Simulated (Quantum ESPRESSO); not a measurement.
**Kohn-Sham bands of HfS$_{2}$ (CdI2 type)**

```
HfS2
1.0
    3.63966     0.00000     0.00000
   -1.81983     3.15204     0.00000
    0.00000     0.00000     6.05556
Hf S
1 2
Direct
  0.00000   0.00000   0.00000
  0.66667   0.33333   0.76395
  0.33333   0.66667   0.23605
```

Cell from Materials Project (mp-985829), symmetrised, no further relaxation. Not found in the COD (Crystallography Open Database) copy used; not checked further. Level: PBEsol, no spin polarisation, no spin-orbit coupling; pw.x of Quantum ESPRESSO at 47 Ry with PseudoDojo potentials, 12×12×6 k-points, Wannier90. Density: 12×12×6 mesh, cold smearing 0.01 Ry. The cell is built of weakly bound layers, chains or molecules, whose nearest atoms lie 3.83 Å apart. Database cells relaxed without dispersion often hold them too far apart, which can enlarge gaps and weakens couplings between them; spacing and stacking were not compared with the measured crystal. Spin-orbit coupling is left out although heavy elements are present.

Energies are relative to the valence-band maximum; weights are on the orthonormalised atomic waves of the pseudopotential files, averaged over the group. 24 electrons a cell are treated as valence.

```json
[
 {"bands": "1", "from (eV)": "-61.95", "to (eV)": "-61.94", "filling": "filled", "weight on atomic waves": "___"},
 {"bands": "2–4", "from (eV)": "-30.68", "to (eV)": "-30.49", "filling": "filled", "weight on atomic waves": "___"},
 {"bands": "5–6", "from (eV)": "-12.99", "to (eV)": "-11.22", "filling": "filled", "weight on atomic waves": "___"},
 {"bands": "7–12", "from (eV)": "-4.92", "to (eV)": "0.00", "filling": "filled", "weight on atomic waves": "___"},
 {"bands": "13–15", "from (eV)": "1.12", "to (eV)": "4.16", "filling": "empty", "weight on atomic waves": "___"}
]
```

Problem. Which atomic shells make up each group?

Solution. 
- 1, weight on atomic waves: Hf 5s 98 %
- 2–4, weight on atomic waves: Hf 5p 98 %
- 5–6, weight on atomic waves: S 3s 79 %, Hf 5d 11 %, Hf 6s 7 %
- 7–12, weight on atomic waves: S 3p 75 %, Hf 5d 19 %
- 13–15, weight on atomic waves: Hf 5d 76 %, S 3p 17 %

The Kohn-Sham gap over both meshes and the path is 1.12 eV.
